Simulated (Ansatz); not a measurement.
The start is a generated trial cell of Hf in the AFLOW prototype A_oC8_64_f (A17, as in P). A full variable-cell relaxation at zero pressure is run with PBEsol (plane waves to 420 eV, PAW, scalar-relativistic; Ansatz, a quantum-chemistry and plane-wave program). The first steps use a coarse 10×10×7 k-mesh.

Initial structure:
```
CELL_PARAMETERS angstrom
      1.75169    -5.53905     0.00000
      1.75169     5.53905     0.00000
      0.00000     0.00000     4.62694
ATOMIC_POSITIONS crystal
  Hf 0.39832 0.60168 0.58056
  Hf 0.60168 0.39832 0.41944
  Hf 0.89832 0.10168 0.91944
  Hf 0.10168 0.89832 0.08056
```

**Question.** Does the structure survive the relaxation? Give the final space group.

**Answer.** The space group goes from Cmce (No. 64) to Fmmm (No. 69), with 2 atoms in the primitive cell.

**Question.** How do the shortest distances between atoms change?

**Answer.** The closest pairs of elements (up to four, under 3.6 Å), start → end: Hf–Hf 2.35 → 2.88 Å.

**Question.** Write out the relaxed structure.

**Answer.** 
```cif
data_Hf8
_chemical_formula_sum 'Hf8'
_space_group_name_H-M_alt 'Fmmm'
_space_group_IT_number 69
_space_group_name_Hall '-F 2 2'
_cell_length_a 3.14478
_cell_length_b 5.26088
_cell_length_c 10.62781
_cell_angle_alpha 90.000
_cell_angle_beta 90.000
_cell_angle_gamma 90.000
loop_
_space_group_symop_operation_xyz
  'x, y, z'
  '-x, -y, -z'
  '-x, -y, z'
  'x, y, -z'
  'x, -y, -z'
  '-x, y, z'
  '-x, y, -z'
  'x, -y, z'
  'x, y+1/2, z+1/2'
  '-x, -y+1/2, -z+1/2'
  '-x, -y+1/2, z+1/2'
  'x, y+1/2, -z+1/2'
  'x, -y+1/2, -z+1/2'
  '-x, y+1/2, z+1/2'
  '-x, y+1/2, -z+1/2'
  'x, -y+1/2, z+1/2'
  'x+1/2, y, z+1/2'
  '-x+1/2, -y, -z+1/2'
  '-x+1/2, -y, z+1/2'
  'x+1/2, y, -z+1/2'
  'x+1/2, -y, -z+1/2'
  '-x+1/2, y, z+1/2'
  '-x+1/2, y, -z+1/2'
  'x+1/2, -y, z+1/2'
  'x+1/2, y+1/2, z'
  '-x+1/2, -y+1/2, -z'
  '-x+1/2, -y+1/2, z'
  'x+1/2, y+1/2, -z'
  'x+1/2, -y+1/2, -z'
  '-x+1/2, y+1/2, z'
  '-x+1/2, y+1/2, -z'
  'x+1/2, -y+1/2, z'
loop_
_atom_site_label
_atom_site_type_symbol
_atom_site_symmetry_multiplicity
_atom_site_Wyckoff_symbol
_atom_site_fract_x
_atom_site_fract_y
_atom_site_fract_z
_atom_site_occupancy
Hf1 Hf 8 i 0.00000 0.00000 0.13529 1
```
(The calculation used a cell of 2 atoms; values per cell refer to that cell.)

Final values are on a 18×18×18 k-mesh of the relaxed cell. The start holds a very short contact (Hf–Hf 2.35 Å). No spin polarisation in the result.

The run could not lose the symmetry of its start: the end is stationary, and may be a saddle point rather than a minimum.

The relaxed structure here is a generated cell of Hf: the first start was made by placing the elements on the sites of a structure type, and the end was not matched to a known phase here, so it may be hypothetical. Known forms of Hf include space group No. 194.
